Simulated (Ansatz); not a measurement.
Zone-centre modes in Ta4C3

Theory: DFT r2SCAN, scalar-relativistic, plane waves, PAW (Ansatz 0.2.0). Cutoff 500 eV, Γ-centred 10×10×10 k-points, Gaussian smearing of 0.15 eV. Spin–orbit coupling is left out, which can shift energies with elements as heavy as these. No spin polarisation.

Reference structure (relaxed at this level; it needn't be the usual structure):

```
CELL_PARAMETERS angstrom
4.42479 0.00000 0.00000
0.00000 4.42479 0.00000
0.00000 0.00000 4.42479
ATOMIC_POSITIONS crystal
Ta 0.00000 0.50000 0.50000
Ta 0.50000 0.00000 0.50000
Ta 0.50000 0.50000 0.00000
Ta 0.00000 0.00000 0.00000
C 0.50000 0.00000 0.00000
C 0.00000 0.50000 0.00000
C 0.00000 0.00000 0.50000
```

Harmonic modes by finite displacements of 0.02 Å, without the LO–TO term.

At this geometry, is the structure stable against these modes?

Yes: no mode is imaginary beyond 10 cm⁻¹, and only the three translations lie near zero.

List the wavenumbers in cm⁻¹.

0, 0, 0, 104, 104, 104, 170, 170, 170, 172, 172, 172, 550, 550, 550, 594, 594, 594, 614, 614, 614.

Cost: 1 run of about 9 core-minutes, on Intel Xeon Platinum 8259CL (Skylake/Cascade Lake) (shared hosts).